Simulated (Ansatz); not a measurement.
According to PBE (plane waves, PAW; program Ansatz), PbS in the zinc blende structure (F-43m) relaxes to a = 6.647 Å. S has 4 nearest neighbours from 2.88 Å (tetrahedral); Pb has 4 nearest neighbours from 2.88 Å (tetrahedral). Against the elements it lies at -0.37 eV/atom, with no fitted shifts.

It is gapped at this level: 0.85 eV (indirect). The valence maximum lies at W and the conduction minimum at X (3 equivalent valleys). Gap from PBE with spin–orbit coupling: 0.74 eV. The electron mass is 0.37, 0.37, 1.8 mₑ (principal values). The hole mass is 0.62, 0.62, 0.80 mₑ (principal values).

The bulk modulus is 35.2 GPa.

The start of the workflow was typed in or built on a structure type; neither database checked (COD, Materials Project) lists it. It is not the phase usual at ambient conditions (space group No. 225). Symmetry was held in the PBE relaxation; whether a distortion lowers the energy is not shown. The references are the lowest solids computed at this level, not always the standard phases. Scalar-relativistic: spin–orbit coupling is off unless named, which matters more the heavier the elements.

Potentials: the earlier of the program's two PAW sets.
